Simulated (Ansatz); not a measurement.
Consider the following.

NbH:
```xyz
4
Lattice="1.8274 -2.3898 0.0000 1.8274 2.3898 0.0000 0.0000 0.0000 4.7819" Properties=species:S:1:pos:R:3 pbc="T T T"
Nb     1.8274    -1.1949     1.2797
Nb     1.8274     1.1949     3.5021
H      0.9137     0.0000     0.0000
H      2.7411     0.0000     0.0000
```

This is the r²SCAN-relaxed structure.

All from the program Ansatz at the r²SCAN level (PAW), unless another level is named. Estimate the electronic character.

metallic (no gap).

Next, the formation energy from the elements (no fitted shifts)?

-0.21 eV/atom.

Space group Cmme. The workflow started from a Materials Project entry (that database holds measured and hypothetical structures alike); the Crystallography Open Database copy checked does not list it. Its standing as an ambient phase is unchecked. Symmetry was held in the r²SCAN relaxation; its stability against distortions is not shown here. No spin polarisation was allowed. The references are the lowest solids computed at this level, not always the standard phases (solids in place of the gases). Spin–orbit coupling is left out wherever it is not named.

Potentials: the later of the program's two PAW sets.
